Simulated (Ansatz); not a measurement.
## MnO2 (P-3m1): U from its effects

The geometry is a structure from the Materials Project, held fixed and not relaxed.

Settings: LDA, 11×11×6 k mesh, Fermi–Dirac smearing of 0.03 eV. PAW means Ansatz 0.2.0 on its default frozen-core files. Site moments are integrated in spheres about the atoms.

The run was typed so:

```yaml
crystal:
  lattice:
    - [2.8565781804, 0.0, 0.0]
    - [-1.4282890902, 2.4738692722, 0.0]
    - [0.0, 0.0, 4.6013740589]
  atoms:
    - { symbol: Mn, position: [0.0, 0.0, 0.5], spin: 4.0 }
    - { symbol: O, position: [0.6666666667, 0.3333333333, 0.29370743] }
    - { symbol: O, position: [0.3333333333, 0.6666666667, 0.70629257] }
magnetization:
  spin_polarized: true
kpoints:
  mp_grid: { grid: [11, 11, 6] }
scf:
  occupations: { method: fermi_dirac, width: 0.03 }
hamiltonian:
  xc: lda
  pseudopotentials: { kind: paw }
output:
  forces: true
  stress: true
  eigenvalues: true
  hubbard: { sites: [{ species: Mn, l: d }] }
  populations: true
```

Command: `ansatz run input.yaml --threads 2 --pin off --max-ram 6144MiB --backend cpu --events-out ev --progress --plain --runs-dir out`

Dudarev's effective U acts on Mn d (Löwdin-orthogonalised free-atom orbitals, fully localised double counting); a gap of 0 means a metal on this mesh, and without U the shell is counted on the orbitals of the PAW file, which can offset it. Some of the runs:

| U (eV) | largest site moment (μB) | gap (eV) | Mn d electrons | pressure (GPa) |
| --- | --- | --- | --- | --- |
| 0 | 2.47 | 0.44 | 5.29 | -8.8 |
| 3 | 2.67 | 1.76 | 5.07 | -5.0 |

**Question.** Another run of the series gave largest site moment (μB) = 2.79, gap (eV) = 1.71, Mn d electrons = 5.04, pressure (GPa) = -2.3. Which U did it use?
A. 7
B. 4.5
C. 1.5

**Answer.** B. U (eV) = 4.5.

The whole series:

```csv
U (eV),largest site moment (μB),gap (eV),Mn d electrons,pressure (GPa)
0,2.47,0.44,5.29,-8.8
1.5,2.57,1.27,5.11,-7.1
3,2.67,1.76,5.07,-5.0
4.5,2.79,1.71,5.04,-2.3
7,3.01,1.26,5.00,3.8
```

The PAW files were made with PBE; the program remakes their cores once for the run's functional and then keeps them frozen. The magnetic state is the one that this cell and start allow. It needn't be the compound's measured order, which may need a larger cell or be absent.
